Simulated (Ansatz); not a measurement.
# LaH3: what a change of scf.mixing.algorithm, scf.mixing.beta, scf.mixing.ndim, kpoints.mp_grid.grid does

All numbers are calculated (r2SCAN, no spin polarisation, no spin-orbit coupling; Ansatz, PAW set soft_2, 500 eV, k-mesh 10×10×10), not measured. These are the settings of the reference run.

Cell:

```xyz
4
Lattice="-1.9676 1.9676 2.7935 1.9676 -1.9676 2.7935 1.9676 1.9676 -2.7935" Properties=species:S:1:pos:R:3 pbc="T T T"
H     0.0000    1.9676    1.3967
H     1.9676    0.0000    1.3967
H     0.0000    0.0000    2.7935
La    0.0000    0.0000    0.0000
```

The reference run of this cell is solved again as a single point with these keys changed:

| key | reference run | changed run |
| --- | --- | --- |
| scf.mixing.algorithm | not typed | broyden |
| scf.mixing.beta | not typed | 0.7 |
| scf.mixing.ndim | not typed | 2 |
| kpoints.mp_grid.grid | [10, 10, 10] | [15, 15, 15] |

Task: Does this change matter?

Result: 

| quantity | reference run | changed run |
| --- | --- | --- |
| energy, changed less reference (meV an atom) | 0 | 0.0 |
| pressure (GPa) | 0.0 | 0.0 |
| largest force (eV/Å) | 0.00 | 0.00 |
| gap on the mesh (eV) | 0.13 | 0.14 |

The results hardly move, so these settings together matter little here. It took 6 iterations from the trained starting density.

Caveats: a single point, atoms not relaxed again; semilocal functionals make gaps too small and can close them.
